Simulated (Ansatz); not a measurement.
Relaxed-ion elastic tensor of TaO₂ (rutile, P4_2/mnm) in GPa (Voigt order), r²SCAN (plane waves, PAW; program Ansatz); density 10.06 g/cm³, 11.71 Å³ per atom.

```
383  282  190  0.0  0.0  0.0
282  383  190  0.0  0.0  0.0
190  190  420  0.0  0.0  0.0
0.0  0.0  0.0  108  0.0  0.0
0.0  0.0  0.0  0.0  108  0.0
0.0  0.0  0.0  0.0  0.0  277
```

Q: Is the crystal mechanically stable?

A: Yes: the smallest eigenvalue of C is 101 GPa.

Q: Work out the Voigt, Reuss and Hill averages.

A: K_V = 279, K_R = 278, K_H = 278; G_V = 134, G_R = 100.0, G_H = 117 GPa.

Q: Give Young's modulus, Poisson's ratio, Pugh's ratio and the universal anisotropy index.

A: E = 9KG/(3K + G) = 307 GPa; ν = 0.32; K/G = 2.38 (ductile by the Pugh limit of 1.75); A_U = 5G_V/G_R + K_V/K_R − 6 = 1.68.

Q: Estimate the sound speeds and the Debye temperature.

A: v_l = √((K + 4G/3)/ρ) = 6570 m/s, v_t = √(G/ρ) = 3410 m/s, mean 3810 m/s; Θ = (h/k)(3n/4πV)^(1/3) v_m = 500 K.

Q: Solve the Christoffel equation for the three sound speeds along x, y, z.

A: Eigenvalues of C_ijkl n_j n_l equal ρv². In km/s, slowest first: x 3.27, 5.25, 6.17; y 3.27, 5.25, 6.17; z 3.27, 3.27, 6.46.

Q: How much does each axis shrink under pressure?

A: Linear compressibilities β_i = Σ_j S_ij (j = 1 to 3): x 1.1, y 1.1, z 1.4 per TPa.

The first step of the workflow began from a Materials Project structure, measured or hypothetical; the Crystallography Open Database copy checked does not list it. Its standing as an ambient phase is unchecked. The cell was relaxed with r²SCAN under the symmetry of its start; of distortions, only those at the zone centre were tested. The run is not spin-polarised. As this level gives no gap, shear constants depend on the k-mesh and smearing (Fermi–Dirac, 0.1 eV here). Scalar-relativistic: spin–orbit coupling is off unless named, which matters more the heavier the elements.

Potentials: the later of the program's two PAW sets.
